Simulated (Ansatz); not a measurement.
## From the elastic tensor of MgO at -0.4 GPa (stress–strain coefficients) to moduli and sound speeds

These are results of DFT PBE, scalar-relativistic, plane waves, PAW (Ansatz), not measurements. Settings: 420 eV plane-wave cutoff, Γ-centred 8×8×8 mesh, fixed occupations. No spin polarisation.

It takes space group Fm-3m (No. 225, cubic). The conventional cell has a = 4.257 Å, b = 4.257 Å, c = 4.257 Å, α = 90.00°, β = 90.00°, γ = 90.00°. Around Mg (site symmetry m-3m) lie 6 O at 2.13 Å. Around O (site symmetry m-3m) lie 6 Mg at 2.13 Å.

The cell is the ideal cubic rocksalt prototype.

Relaxed-ion constants (GPa, on the Cartesian axes of the calculation):
```
263.2  89.1  89.1   0.0   0.0   0.0
 89.1 263.2  89.1   0.0   0.0   0.0
 89.1  89.1 263.2   0.0   0.0   0.0
  0.0   0.0   0.0 140.4   0.0   0.0
  0.0   0.0   0.0   0.0 140.4   0.0
  0.0   0.0   0.0   0.0   0.0 140.4
```

Density 3.469 g/cm³; 2 atoms in 19.29 Å³.

The values that follow are for a polycrystal of randomly turned grains, by Hill's mean where one number stands.

```
Bulk modulus, Voigt / Reuss / Hill          : 147.1 / 147.1 / 147.1 GPa
Shear modulus, Voigt / Reuss / Hill         : 119.0 / 112.7 / 115.9 GPa
Young's modulus                             : 275 GPa
Poisson ratio                               : 0.188
Pugh ratio B/G                              : 1.27
Universal anisotropy index                  : 0.28
Longitudinal and transverse sound speeds    : 9325 and 5780 m/s
Debye temperature from the mean sound speed : 891 K
```

Cost: 1 run of about 0.054 core-minutes, on Intel Xeon 6975P-C (Granite Rapids) (shared hosts).